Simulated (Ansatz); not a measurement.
# Li2HfN2: energy along a strain

Li2HfN2, P-3m1, a = 3.237 Å, c = 5.424 Å (as given, not relaxed at this level: -6.2 GPa, forces to 0.09 eV/Å). The structure is a Materials Project entry; whether it is the stable form wasn't checked. Ansatz: LDA, PAW, 420 eV, Γ-centred 9×9×6 mesh on 5 atoms, Gaussian smearing 0.05 eV; no spin polarisation. Cell vectors (Å): 3.237 0.000 0.000; -1.619 2.803 0.000; 0.000 0.000 5.424. The cell is strained by x per cent times the pattern (0 0 0 1 0 0) in the order xx yy zz yz xz xy (engineering shears), with fractional coordinates held. y is the free energy over the start, V0 = 9.844 Å³/atom.

| x (%) | y (meV/atom) |
| --- | --- |
| -4.00 | ? |
| -3.00 | 4.13 |
| -2.00 | 1.82 |
| -1.00 | 0.45 |
| 0.00 | 0.00 |
| 1.00 | 0.44 |
| 2.00 | 1.79 |
| 3.00 | 4.03 |
| 3.50 | 5.48 |
| 4.00 | 7.15 |

Fit y = c1 x + c2 x² + c3 x³ to the other rows, get the stiffness along the pattern, and predict the missing energy.

Least squares on the rows shown. y = −0.003416 x + 0.4531 x² − 0.001360 x³. The clamped-ion stiffness p·C·p = 2 × 4.531 eV × 160.2 / 9.844 Å³ = 147 GPa, which is C44 in these axes (second derivative at the start, which stands under stress). At x = -4.00 the fit asked for gives 7.35 meV/atom. The run gave 7.39 meV/atom, so the fit is 0.04 meV/atom too low, a small miss on the scale of the series.

Spin–orbit coupling is left out, which can shift energies with elements as heavy as these.